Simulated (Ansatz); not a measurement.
LiF:
```
CELL_PARAMETERS angstrom
      0.00000     2.15588     2.15588
      2.15588     0.00000     2.15588
      2.15588     2.15588     0.00000
ATOMIC_POSITIONS crystal
  F  0.25000 0.25000 0.25000
  Li 0.00000 0.00000 0.00000
```

Tensor components refer to the Cartesian frame of this cell.

### Question
Give the high-frequency dielectric tensor and the Born effective charge tensors of the independent atoms from DFPT, the program Ansatz at the PBEsol level (PAW).

### Answer

ε∞:
```
1.90  0.00  0.00
0.00  1.90  0.00
0.00  0.00  1.90
```
Z* of atom 1 (F), rows: field, columns: displacement, in e:
```
-0.98   0.00   0.00
 0.00  -0.98   0.00
 0.00   0.00  -0.98
```
Z* of atom 2 (Li), rows: field, columns: displacement, in e:
```
0.98  0.00  0.00
0.00  0.98  0.00
0.00  0.00  0.98
```

Space group F-43m (zinc blende). The start of the workflow was typed in or built on a structure type; neither database checked (COD, Materials Project) lists it. It is not the phase usual at ambient conditions (space group No. 225). The cell was relaxed with PBEsol under the symmetry of its start; whether a distortion lowers the energy is not shown.

Potentials: the later of the program's two PAW sets.
